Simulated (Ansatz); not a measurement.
Consider the following.

Starting cell, MoS2 (2H-MoS2 type, space group P6_3/mmc):

```
CELL_PARAMETERS angstrom
      3.10903     0.00000     0.00000
     -1.55452     2.69250     0.00000
      0.00000     0.00000    11.70864
ATOMIC_POSITIONS crystal
  Mo 0.33333 0.66667 0.25000
  Mo 0.66667 0.33333 0.75000
  S  0.33333 0.66667 0.61648
  S  0.66667 0.33333 0.11648
  S  0.66667 0.33333 0.38352
  S  0.33333 0.66667 0.88352
```

Scan: atom 3 (S, nearest neighbour Mo at 2.380 Å; its periodic images, 3.1 Å or more away, move with it) is displaced towards the nearest neighbour, direction (-0.653, -0.377, 0.657) in Cartesian axes, by s. The other atoms stay.

Calculation: PBEsol-D3(BJ) (plane waves to 420 eV, PAW, scalar-relativistic; Ansatz, a program for electronic structure). k mesh 10×10×3 (Γ-centred), Fermi-Dirac smearing 0.05 eV. The energy includes the smearing's −TS. MoS2 is run without spin polarisation. MoS2 was relaxed with its symmetry unable to fall. The PAW data are Ansatz's earlier set. The zero of ΔE is the undisplaced structure.

The scan covers s from -0.240 to 0.240 Å in 11 points.

**Question.** Is this a single well or a double well?

**Answer.** A single well with its minimum at or next to zero displacement.

**Question.** Is the energy the same for displacements of ±0.240 Å, and if not, which side lies higher?

**Answer.** Not even: the positive side lies higher at ±0.240 Å. With its periodic images moving along, the atom's site symmetry in this cell is 3m..

**Question.** What force acts on the atom along the line at s = -0.240 Å?

**Answer.** 2.28 eV/Å.

**Question.** What is the energy change at s = 0.240 Å?

**Answer.** 524 meV/cell.

**Question.** What is the force constant k = d²E/ds² of this move at s = 0?

**Answer.** 13.8 eV/Å².

(A displaced cell: forces are minus the slopes of the energy, force constants its curvatures, and phonons follow from these.)
